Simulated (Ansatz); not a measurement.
A geometry of Ir away from equilibrium: step 4 of the relaxation of a relaxed Ir cell, doubled along one cell vector, shaken by Gaussian noise of σ = 0.08 Å a coordinate. All values below come from PBE (plane waves to 420 eV, PAW, scalar-relativistic; Ansatz, a quantum-chemistry and plane-wave program). Γ-centred k-mesh 5×10×6 on the run's cell (coarser than for final values), Fermi–Dirac smearing 0.05 eV. The plane waves were selected for a different cell earlier on the path.

```
CELL_PARAMETERS angstrom
      7.09538    -0.13177     0.03576
     -1.83090     3.12142    -0.00646
      0.02617     0.00419     5.25962
ATOMIC_POSITIONS crystal
  Ir 0.33093 0.37754 0.01226
  Ir 0.83141 0.27908 0.99184
  Ir 0.15808 0.70377 0.28090
  Ir 0.67343 0.61878 0.27091
  Ir 0.17752 0.71919 0.73338
  Ir 0.66241 0.60122 0.72627
```

### Question
Give the Cartesian forces on all atoms (eV/Å).

### Answer
```
atom     Fx     Fy     Fz
----  -----  -----  -----
Ir1    0.03   0.00   0.10
Ir2   -0.01  -0.16   0.02
Ir3   -0.06   0.28  -0.04
Ir4    0.05  -0.16   0.17
Ir5   -0.06   0.23  -0.02
Ir6    0.05  -0.19  -0.24
```

The path ends in Pmc2₁ (No. 26). No spin polarisation in the result.

The end of the path is a generated cell of Ir: the first start was made by a random draw of sites in a space group, and the end was not matched to a known phase here, so it may be hypothetical. Known forms of Ir include space group No. 225.
